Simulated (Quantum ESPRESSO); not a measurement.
# Planted mistakes on one cell of ZrTi2HfO8

These are calculations, not measurements. They come from pw.x of Quantum ESPRESSO 7.5, a plane-wave density functional program, with PseudoDojo standard norm-conserving files (v0.5 for PBE, v0.4.1 for LDA and PBEsol). The cells are made up: elements, strain and atom displacements were drawn at random, and nothing was relaxed. There is no spin polarisation, spin-orbit coupling or dispersion term.

The hafnium file is less sure than the others, with forces about 3 percent (worst 6) and pressure in oxides about 1.5 GPa (worst 2.7) from a second method in checks, which no rerun with the same files tests.

The cell has 12 sites of a fluorite lattice. Sites 1 to 4 hold Zr Ti Hf Ti; sites 5 to 12 hold O O O O O O O O. Cell vectors in Å: (5.070, 0.000, 0.000); (0.000, 5.070, 0.000); (0.000, 0.000, 5.070). Settings: PBE, cutoff 1143 eV, 4 x 4 x 4 k mesh shifted by half a step, Fermi-Dirac smearing of 0.025 eV.

The intended run has a self-consistency threshold of 1e-07 eV, a smearing term of 0.000 eV, a pressure of -4.80 GPa and 23 iterations. Each further run changes one thing: all lengths scaled by 0.9939; atoms of sites 1 and 2 exchanged; cutoff 658 eV; files of LDA; k mesh 1 x 1 x 1; one electron removed; smearing 0.72 eV; threshold 0.05 eV. A coarse mesh keeps the shift, and a charged cell sits in a uniform background.

| run | change of free energy (eV) | smearing term -TS (eV) | change of P (GPa) | largest change of a force component (eV/Å) | iterations |
| --- | --- | --- | --- | --- | --- |
| A | -2.076 | -5.898 | 5.57 | 1.074 | 20 |
| B | 7.652 | 0.000 | -44.25 | 0.208 | 25 |
| C | 0.314 | 0.000 | 0.58 | 2.543 | 23 |
| D | 0.018 | 0.000 | -0.05 | 0.060 | 10 |
| E | -2.301 | 0.000 | -1.49 | 0.883 | 25 |
| F | 2.786 | 0.000 | -13.83 | 0.293 | 22 |
| G | -10.626 | -0.020 | -19.17 | 0.961 | 29 |
| H | -0.042 | 0.000 | 4.00 | 0.195 | 23 |

A rerun of the intended cell at 1467 eV and k mesh 6 x 6 x 6 moved values by no more than 0.002 eV in the cell's energy, 0.05 GPa in stress and 0.004 eV/Å in force.

Question: which change belongs to which run?

## Worked reading

Run D has the fewest iterations, as a run stopped early does. Run A has the largest smearing term, as wide smearing gives. Run B has a higher energy and the largest fall in pressure, as too small a basis gives. Run H changes the volume by a factor of 0.9818; minus its pressure change over the logarithm of that factor, 218 GPa, is a rough bulk modulus with clamped atoms. Energies from files of another functional, or of a charged cell, have another zero and say nothing on stability; the pressure of a charged cell rests on the program's zero of potential too.

## Key

```
run                            change
  A                  smearing 0.72 eV
  B                     cutoff 658 eV
  C  atoms of sites 1 and 2 exchanged
  D                 threshold 0.05 eV
  E                  k mesh 1 x 1 x 1
  F                      files of LDA
  G              one electron removed
  H      all lengths scaled by 0.9939
```